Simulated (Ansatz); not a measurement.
# Every step of a relaxation of Ti (hcp type)

DFT, PBEsol, PAW with Ansatz's default frozen-core files, scalar-relativistic (Ansatz 0.2.0); a Γ-centred 15×15×8 k mesh, Fermi–Dirac smearing of 0.05 eV, no spin polarisation. The run relaxes shape and atoms at held volume.

Command: `ansatz run input.yaml --threads 1 --pin off --max-ram 2048MiB --backend cpu --events-out ev --progress --plain --runs-dir out` It took 14 s on 1 thread of Arm Neoverse V2, on a shared host, peak memory 0.34 GiB.

```yaml
crystal:
  lattice:
    - [2.5010608827, 0.0, 0.0]
    - [-1.2505304413, 2.1659822608, 0.0]
    - [0.0, 0.0, 3.9530209508]
  atoms:
    - { symbol: Ti, position: [0.3333333333, 0.6666666667, 0.25] }
    - { symbol: Ti, position: [0.6666666667, 0.3333333333, 0.75] }
kpoints:
  mp_grid: { grid: [15, 15, 8] }
scf:
  occupations: { method: fermi_dirac, width: 0.05 }
hamiltonian:
  xc: pbesol
  pseudopotentials: { kind: paw }
output:
  forces: true
  stress: true
  write_density: true
  write_potential: true
  elf: true
  volumetric_format: npy
relax:
  f_tol: 0.005
  max_steps: 30
  cell: { stress_tol: 0.29, fix: [volume] }
```

Each step lists its free energy a cell above the last geometry, the pressure, the cell vectors (Å), and Cartesian positions (Å) with forces (eV/Å).

The first step:

```
step 1  dF = 69.15 meV  P = 108.1 GPa
  cell 2.5011 0.0000 0.0000  -1.2505 2.1660 0.0000  0.0000 0.0000 3.9530
  Ti 0.0000 1.4440 0.9883   0.0000 0.0000 0.0000
  Ti 1.2505 0.7220 2.9648   0.0000 0.0000 0.0000
```

The PAW files were made under PBE.

Where does the relaxation end, and by which steps?

After 5 geometries, with conventional a, b, c = 2.382, 2.382, 4.358 Å, at 10.707 Å³/atom and 100.5 GPa in space group P6_3/mmc, with a shortest distance of 2.382 Å. The further steps:
```
step 2  dF = 52.52 meV  P = 107.5 GPa
  cell 2.4869 0.0000 0.0000  -1.2435 2.1537 0.0000  0.0000 0.0000 3.9981
  Ti 0.0000 1.4358 0.9995   0.0000 0.0000 0.0000
  Ti 1.2435 0.7179 2.9986   0.0000 0.0000 0.0000
step 3  dF = 12.12 meV  P = 104.0 GPa
  cell 2.4281 0.0000 0.0000  -1.2140 2.1028 0.0000  0.0000 0.0000 4.1942
  Ti 0.0000 1.4019 1.0486   0.0000 0.0000 0.0000
  Ti 1.2140 0.7009 3.1457   0.0000 0.0000 0.0000
step 4  dF = 0.07 meV  P = 100.7 GPa
  cell 2.3885 0.0000 0.0000  -1.1943 2.0685 0.0000  0.0000 0.0000 4.3342
  Ti 0.0000 1.3790 1.0836   0.0000 0.0000 0.0000
  Ti 1.1943 0.6895 3.2507   0.0000 0.0000 0.0000
step 5  dF = 0.00 meV  P = 100.3 GPa
  cell 2.3819 0.0000 0.0000  -1.1910 2.0628 0.0000  0.0000 0.0000 4.3584
  Ti 0.0000 1.3752 1.0896   0.0000 0.0000 0.0000
  Ti 1.1910 0.6876 3.2688   0.0000 0.0000 0.0000
step 6  dF = -1.65 meV  P = 100.5 GPa  (same geometry on a basis chosen anew; earlier energies don't compare to the last digit)
  cell 2.3819 0.0000 0.0000  -1.1910 2.0628 0.0000  0.0000 0.0000 4.3584
  Ti 0.0000 1.3752 1.0896   0.0000 0.0000 0.0000
  Ti 1.1910 0.6876 3.2688   0.0000 0.0000 0.0000
```
